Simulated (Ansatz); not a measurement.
The elements of this relaxed trial crystal are hidden behind letters.

```
lattice vectors (Å)
   3.8523    0.0000    0.0000
   0.0000    3.8523    0.0000
   0.0000    0.0000    4.3035
fractional positions
X 0.0000 0.0000 0.5000
Z 0.0000 0.5000 0.0000
Z 0.5000 0.0000 0.0000
```

Computed with Ansatz 0.2.0, DFT PBE, scalar-relativistic, plane waves, PAW. Settings of the last relaxation (3-atom cell): 420 eV, 12×12×14 k points, Gaussian smearing of 0.10 eV, no spin polarisation.

| Property | Result |
| --- | --- |
| Space group | P4/mmm (No. 123) |
| Conventional cell | a = 3.852 Å, c = 4.304 Å |
| Volume per atom | 21.29 Å³ |
| Density | 4.41 g/cm³ |
| Energy over the elements | +0.05 eV/atom |
| Gap on the 12×12×14 mesh of the 3-atom cell | 0 eV (a metal) |

Energies are uncorrected and count from the elements' standard states at the same level.

Q: X is an s-block element of period 3 and Z is a p-block element of period 4. Which elements are they?

A: X = Mg, Z = Ge, so the formula is MgGe2. Density times volume gives a mean mass of 4.41 × 21.29/1.6605 = 56.5 u per atom, and this set has 56.5 u. Among the elements that the hints allow, noble gases aside, only these give it. Around Mg lie 8 Ge at 2.89 Å; Ge has 4 Ge at 2.72 Å and 4 Mg at 2.89 Å.

Symmetry constrained the relaxation, so the result can be a saddle point.
